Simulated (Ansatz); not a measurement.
Stress against strain in Bi

```xyz
2
Lattice="2.2730 1.3123 3.9540 -2.2730 1.3123 3.9540 0.0000 -2.6246 3.9540" Properties=species:S:1:pos:R:3 pbc="T T T"
Bi    0.0000    0.0000    2.7744
Bi    0.0000    0.0000    9.0876
```

Atoms are numbered in the order listed.

The cell is a measured one (Crystallography Open Database entry 9009658); the temperature and pressure of the measurement aren't taken into account, and nothing was relaxed.

No spin–orbit coupling, which matters for the heavy atoms here.

All numbers below come from DFT, PBEsol, all-electron LAPW, scalar-relativistic (Ansatz 0.2.0).

Sampling and basis: a Γ-centred 10×10×10 k mesh, Fermi–Dirac smearing of 0.03 eV, basis error target 0.5 meV/atom, no spin polarisation.

The strain is applied along the Cartesian axes of the cell as listed (the other components stay zero). Fractional coordinates are held (clamped ions).

σ is the change of stress from the unstrained cell, which is at -0.63 GPa; tension is positive, so slopes are stress–strain coefficients at that pressure. In a metal the k mesh adds noise.

Only quantities that a quadratic follows smoothly over the whole series are listed; rougher ones are left out.

```tsv
εzz	σzz (GPa)	σxx (GPa)
-0.0200	-1.16	-0.72
-0.0100	-0.57	-0.35
0.0000	0.00	0.00
0.0200	1.05	0.64
```

Question: Fit the series and read off the stiffness at zero strain.

Answer: Least-squares fits y = p0 + p1 x + p2 x² to the rows give σzz (GPa): p1 = 55.3, p2 = -130; σxx (GPa): p1 = 34, p2 = -100. So C33 = 55 GPa and C13 = 34 GPa, for these axes.

Question: One run, at εzz = 0.0100, is withheld. Predict its row.

Answer: The fits give 0.54, 0.33; the run gave 0.54, 0.33.
